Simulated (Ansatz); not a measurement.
# BaSi3 (AuCu3-type structure)

Level of theory: DFT, PBEsol, scalar-relativistic, no spin polarisation; plane waves to 420 eV with PAW datasets (Ansatz 0.2.0), 8×8×8 k-mesh, Gaussian smearing of 0.05 eV; PAW files: Ansatz's generated set soft_2.

```
Ba Si
1.0
     4.41430    0.00000    0.00000
     0.00000    4.41430    0.00000
     0.00000    0.00000    4.41430
Ba Si
1 3
Cartesian
  0.0000 0.0000 0.0000
  0.0000 2.2072 2.2072
  2.2072 2.2072 0.0000
  2.2072 0.0000 2.2072
```

This is a trial structure made by placing the elements on a prototype's sites, so it needn't be the stable form.

The cell above was scaled in volume, its shape and atoms being fixed by the lattice's symmetry. Energies are counted from the cell above.

The cell is relaxed to zero pressure at this level.

```
V (Å³/atom)  ΔE (meV/atom)  P from the stress (GPa)
     20.644           6.80                     2.65
     21.074           1.63                     1.25
     21.504           0.00                     0.00
     21.934           1.54                    -1.12
     22.365           5.93                    -2.14
```

Question: Do the energies and the pressures agree? Compare −ΔE/ΔV between neighbouring points (1 meV/Å³ = 0.1602 GPa) with the mean of their pressures.

Answer: 
```tsv
interval (Å³/atom)	−ΔE/ΔV (GPa)	mean P (GPa)
20.64 to 21.07	1.9	1.9
21.07 to 21.50	0.6	0.6
21.50 to 21.93	-0.6	-0.6
21.93 to 22.36	-1.6	-1.6
```
They differ by 0.02 GPa at most.

Question: What do the two routes give for V0, B0 and B0′?

Answer: A third-order Birch–Murnaghan fit of the energies: V0 = 21.50 Å³/atom, B0 = 59 GPa, B0′ = 4.5. A polynomial of P in ln V, with B = −dP/d ln V at P = 0: V0 = 21.50 Å³/atom, B0 = 59 GPa, B0′ = 4.3.

B0·V0 = 59.1 GPa × 21.50 Å³ = 7.93 eV/atom sets the scale: near the minimum ΔE ≈ ½ B0 V0 x², with x = V/V0 − 1, and a pressure of 0.6 GPa squeezes the volume by about 1 %. At the ends of the curve: x = −4.0 % predicts 6.3 meV/atom and the run gives 6.8; x = +4.0 % predicts 6.4 meV/atom and the run gives 5.9. The lopsidedness is anharmonic: atoms resist being pushed together more than being pulled apart.

These numbers lack spin–orbit coupling. The run is a metal.
